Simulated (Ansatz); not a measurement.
Input and command of a plane-wave DFT calculation in Ansatz:

```yaml
crystal:
  lattice:
    - [2.789432, 2.789754, 5.462469]
    - [-2.801607, -2.802575, 5.474967]
    - [8.344968, -5.556987, 2.731639]
  atoms:
    - { symbol: B, position: [0.5954844211, 0.9975756576, 0.7998638913] }
    - { symbol: P, position: [0.5654317127, 0.9016355376, 0.6293013919] }
    - { symbol: P, position: [0.4919430771, 0.3170321605, 0.8106642115] }
    - { symbol: P, position: [0.9222839926, 0.9018206229, 0.8024576113] }
    - { symbol: P, position: [0.4001012325, 0.8753156373, 0.9592382383] }
    - { symbol: P, position: [0.7970560993, 0.871249902, 0.2042340493] }
    - { symbol: P, position: [0.6752601449, 0.3733083682, 0.3922676503] }
    - { symbol: P, position: [0.1737269179, 0.8715701155, 0.4102784091] }
    - { symbol: P, position: [0.095588612, 0.3659489327, 0.5854955002] }
    - { symbol: P, position: [0.8630080145, 0.3705884014, 0.0128413898] }
    - { symbol: P, position: [0.2720277135, 0.3963473496, 0.193725336] }
    - { symbol: Ga, position: [0.1923916201, 0.0024303248, 0.6110460009] }
    - { symbol: Ga, position: [0.9999453184, 0.0009463597, 0.9943559529] }
    - { symbol: Ga, position: [0.3057833667, 0.5019507831, 0.3923827329] }
    - { symbol: Ga, position: [0.7968418696, 0.0012937064, 0.4127377142] }
    - { symbol: Ga, position: [0.5056503997, 0.4961260627, 0.9914708913] }
    - { symbol: Ga, position: [0.900756871, 0.5030941863, 0.2017681269] }
    - { symbol: In, position: [0.0987136779, 0.5005287125, 0.8015735578] }
    - { symbol: In, position: [0.4062001019, 0.9986886315, 0.1873551725] }
    - { symbol: In, position: [0.693236364, 0.5006116515, 0.607956325] }
basis:
  ecutwfc: 420
kpoints:
  mp_grid: { grid: [4, 4, 3] }
hamiltonian:
  xc: pbe
scf:
  occupations: { method: gaussian, width: 0.02 }
  n_extra_bands: 10
output:
  forces: true
  stress: true
  eigenvalues: true
  populations: true
  dos:
    method: { smearing: { sigma: 0.1, scheme: gaussian } }
    projected: true
    de: 0.02
  write_density: true
  write_potential: true
  elf: true
  volumetric_format: npy
```

```bash
ansatz run input.yaml --threads 4 --pin off --max-ram 9216MiB --backend cpu --events-out ev --progress --plain --runs-dir out
```

Processor: AMD EPYC 7R43 64-Core Processor (Zen 3), 4 threads, on a host shared with other jobs.

Q: How long does it run, and how much memory does it take?

A: About 52 s on 4 threads of AMD EPYC 7R43 64-Core Processor (Zen 3) (shared host), peak memory 1.7 GiB. It solves 95 bands at 26 k points (the mesh reduced by symmetry) with about 8325 plane waves, in 8 SCF iterations.
